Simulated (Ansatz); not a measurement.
InSe$_{2}$ (P4/nmm), a film clamped to a substrate

Theory: Ansatz, DFT PBE, scalar-relativistic, plane waves, PAW. Settings: plane waves to 420 eV, k-mesh 12×12×6 (Γ-centred), Gaussian smearing 0.15 eV. No spin polarisation. Energies are free energies at this smearing, counted from the undisturbed cell; pressure is positive in compression.

The starting cell (relaxed at this level; with this scan's settings it stands at -0.1 GPa; it needn't be the usual structure):

```
CELL_PARAMETERS angstrom
3.88739 0.00000 0.00000
0.00000 3.88739 0.00000
0.00000 0.00000 9.73253
ATOMIC_POSITIONS crystal
In 0.00000 0.50000 0.70359
In 0.50000 0.00000 0.29641
Se 0.00000 0.50000 0.36579
Se 0.50000 0.00000 0.63421
Se 0.00000 0.00000 0.00000
Se 0.50000 0.50000 0.00000
```

The cell (6 atoms, V0 = 147.08 Å³) is strained by p along both x and y and by q along z, fractional coordinates fixed. τp = (1/V0) ∂E/∂p = (σxx + σyy)(1 + p)(1 + q) and τq = (1/V0) ∂E/∂q = σzz(1 + p)², with tension positive.

```csv
p,q,ΔE (meV/atom),τp (GPa),τq (GPa)
0.000,0.000,0.00,0.29,-0.06
-0.040,0.000,53.77,-19.22,-1.48
0.040,0.000,42.91,12.73,1.27
0.000,-0.040,6.64,-1.31,-2.25
0.000,0.040,4.59,1.44,1.47
```

Q: Get the second derivatives of the energy density.

A: Central differences give A = ∂τp/∂p = 399 GPa (C11 + C22 + 2 C12), C = ∂τq/∂q = 46 GPa (C33) and the cross term B = ∂τq/∂p = 34 GPa (C13 + C23); ∂τp/∂q = 34 GPa must equal B, and any difference shows higher-order terms. Steps this large leave an error of some per cent of A or C in all of these, which can swamp a small B. The ions are clamped.

Q: A film of this crystal grows with z along the normal on a substrate that imposes p. How does its thickness respond, and what does the misfit cost?

A: Count p and q from the stress-free cell. A free surface needs τq = 0, so q = −(B/C) p = -0.74 p. The energy density left is (A − B²/C) p²/2 = M p², with the biaxial modulus M = 187 GPa; a misfit of 1 % costs 2.86 meV/atom, against 3.05 meV/atom if the thickness were held.

Forces appear on the atoms along this scan, and letting them relax would lower the energy and soften the response. In a metal these slopes depend on the k mesh and the smearing.